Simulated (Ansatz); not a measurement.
Bi2Te2PbS2 — ²⁰⁹Bi NMR of the central transition

Cell: an entry of the Crystallography Open Database (COD; perhaps a calculated or model structure), its atoms then relaxed with PBE in this cell.

Space group R-3m:H (No. 166); a = 4.2701, c = 40.4129 Å, γ = 120.00°.

| site | Wyckoff | site symmetry | x | y | z |
| --- | --- | --- | --- | --- | --- |
| Bi | 6c | 3m | 0.0000 | 0.0000 | 0.5815 |
| Te | 6c | 3m | 0.0000 | 0.0000 | 0.8706 |
| Pb | 3a | -3m | 0.0000 | 0.0000 | 0.0000 |
| S | 6c | 3m | 0.0000 | 0.0000 | 0.2914 |

One atom of each set is listed; the run and its k-mesh use a cell of 7 atoms with edges of 13.69, 13.69, 13.69 Å.

Method: Kohn–Sham DFT in Ansatz, PBE, plane waves and PAW, scalar-relativistic, 420 eV cutoff, Γ-centred 8×8×8 k-points, Fermi–Dirac smearing 0.02 eV.

²⁰⁹Bi has I = 9/2 and Q = -516.0 mb (Pyykkö 2018); at 35.2 T its Larmor frequency is ν₀ = 245.1 MHz (from the bare nuclear moment; shielding lowers the observed one by a per cent or two). Only the quadrupole interaction is simulated: positions count from each site's isotropic chemical shift, and J coupling is left out, as are shift anisotropy and dipolar coupling, which fast spinning averages.

**Question.** Simulate the second-order pattern (fast magic-angle spinning, Gaussian broadening 0.06 kHz) of site Bi (3 S at 3.02 Å, 3 Te at 3.05 Å).

**Answer.** The calculation gives C_Q = 11.9 MHz and η = 0.00, so ν_Q = 0.494 MHz and the centre of gravity lies at -3.25 ppm (-0.796 kHz).

```
offset (kHz)  height
      -2.075       0
      -2.027       0
      -1.978       3
      -1.929       4
      -1.880       5
      -1.832       5
      -1.783       5
      -1.734       5
      -1.685       5
      -1.637       5
      -1.588       5
      -1.539       5
      -1.490       5
      -1.442       6
      -1.393       6
      -1.344       6
      -1.295      13
      -1.247      65
      -1.198      72
      -1.149      50
      -1.100      42
      -1.052      38
      -1.003      36
      -0.954      34
      -0.905      33
      -0.857      33
      -0.808      33
      -0.759      33
      -0.710      33
      -0.662      34
      -0.613      36
      -0.564      38
      -0.515      40
      -0.467      44
      -0.418      51
      -0.369      65
      -0.320     100
      -0.272      67
      -0.223       5
      -0.174       0
```

An axis of threefold or higher order runs through Bi, so V_zz lies along it and η is zero.

Spin–orbit coupling is left out, which shifts gradients on Bi by a few per cent in wide-gap crystals, and can shift them far more where the calculated gap is small or absent, as here. Newer work puts Q(²⁰⁹Bi) near −420 mb, which would lower these couplings by about a fifth. With a gap of 0.3 eV on this mesh, small gradients can still move by 0.1 × 10²¹ V/m² or more as the k-mesh gets denser.
